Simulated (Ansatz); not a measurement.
TlSbS$_{2}$, first-principles data

TlSbS₂:
```
CELL_PARAMETERS angstrom
     -6.24622     0.00000     0.00000
      1.53078     2.75459   -11.44408
      1.56865    -6.25899     0.00000
ATOMIC_POSITIONS crystal
  Tl 0.43735 0.33761 0.69288
  Tl 0.56265 0.66239 0.30712
  Tl 0.90253 0.08587 0.71884
  Tl 0.09747 0.91413 0.28116
  Sb 0.40449 0.84393 0.79162
  Sb 0.59551 0.15607 0.20838
  Sb 0.97383 0.59502 0.79106
  Sb 0.02617 0.40498 0.20894
  S  0.58544 0.90591 0.18150
  S  0.41456 0.09409 0.81850
  S  0.00554 0.82543 0.78641
  S  0.99446 0.17457 0.21359
  S  0.37197 0.62055 0.79409
  S  0.62803 0.37945 0.20591
  S  0.01342 0.63695 0.18367
  S  0.98658 0.36305 0.81633
```

Space group P-1 (No. 2); conventional cell a = 6.246 Å, b = 6.453 Å, c = 11.870 Å, α = 101.17°, β = 97.41°, γ = 104.07°.

Method: DFT-r²SCAN in the program Ansatz with PAW potentials. Structure relaxed to zero pressure with the same functional. Other levels are named where they apply.

### Cell and energy

```
Property                                                       Value
-----------------------------------------------------  -------------
Volume per atom                                             27.96 Å³
Density                                                   5.79 g/cm³
Formation energy from the elements (no fitted shifts)  -0.42 eV/atom
```

### Electronic structure

```
Property                                                                                                        Value
-----------------------  --------------------------------------------------------------------------------------------
Band gap                                                                        1.71 eV (smallest direct gap 1.74 eV)
Valence-band maximum     off the standard path, at k = (0.427, -0.161, -0.146) in fractions of the reciprocal vectors
Conduction-band minimum   off the standard path, at k = (0.411, 0.266, -0.375) in fractions of the reciprocal vectors
Electron effective mass                                                        0.33, 0.38, 0.58 mₑ (principal values)
Hole effective mass                                                             0.37, 0.54, 1.2 mₑ (principal values)
```

### Mechanics

```
Item                                  Result
----------------------------------  --------
Bulk modulus (Birch–Murnaghan fit)  19.2 GPa
Pressure derivative B′                   8.4
```

### Charges

```
Quantity                                                          Value
-------------  --------------------------------------------------------
Bader charges  Tl +0.62 to +0.64, Sb +1.19 to +1.21, S -0.92 to -0.90 e
```

The workflow started from an entry of the Crystallography Open Database (COD). Whether it is the stable phase at ambient conditions was not checked. Symmetry was held in the r²SCAN relaxation; its stability against distortions is not shown here. The references are the lowest solids computed at this level, not always the standard phases. Scalar-relativistic: spin–orbit coupling is off unless named, which matters more the heavier the elements.

Potentials: the later of the program's two PAW sets.
